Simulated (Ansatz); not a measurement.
Question: AlBRu₃ (cubic perovskite, Pm-3m) is relaxed with DFT-PBE in the program Ansatz with PAW potentials. What lattice parameters of the conventional cell result?

Answer: a = 4.051 Å.

Question: Is it a metal or does it have a gap at this level?

Answer: No gap at this level.

The start of the workflow was typed in or built on a structure type; neither database checked (COD, Materials Project) lists it. Its standing as an ambient phase is unchecked. Symmetry was held in the PBE relaxation; its stability against distortions is not shown here. The run is not spin-polarised. Spin–orbit coupling is left out wherever it is not named.

Potentials: the later of the program's two PAW sets.
